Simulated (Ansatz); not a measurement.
Here is the system:

Relaxed WSe₂ (2H-MoS2 type, space group P6_3/mmc):

```
WSe2
1.0
    3.27906     0.00000     0.00000
   -1.63953     2.83975     0.00000
    0.00000     0.00000    12.78607
W Se
2 4
Direct
  0.33333   0.66667   0.25000
  0.66667   0.33333   0.75000
  0.33333   0.66667   0.61827
  0.66667   0.33333   0.11827
  0.66667   0.33333   0.38173
  0.33333   0.66667   0.88173
```

In each cell atom 5 (Se, nearest neighbour W at 2.534 Å; its periodic images, 3.3 Å or more away, move with it) moves by s·(1.000, 0.000, 0.000) (along Cartesian x), the rest being held.

The numbers are results of PBE-D3(BJ) (plane waves to 420 eV, PAW, scalar-relativistic; Ansatz, a quantum-chemistry and plane-wave program), not measurements. k mesh 9×9×2 (Γ-centred), Fermi-Dirac smearing 0.05 eV. E stands for the smeared free energy. Spin-orbit coupling is left out, though W is heavy. WSe2 is run without spin polarisation. WSe2 was relaxed with its symmetry unable to fall. ΔE is measured from the undisplaced structure.

The scan covers s from -0.510 to 0.510 Å in 11 points.

Problem. Is the energy the same for equal positive and negative displacements?

Solution. Even: the same for both signs. With its periodic images moving along, the atom's site symmetry in this cell is 3m..

Problem. What is the force constant k = d²E/ds² of this move at s = 0?

Solution. 8.94 eV/Å².

(A displaced cell: forces are minus the slopes of the energy, force constants its curvatures, and phonons follow from these.)
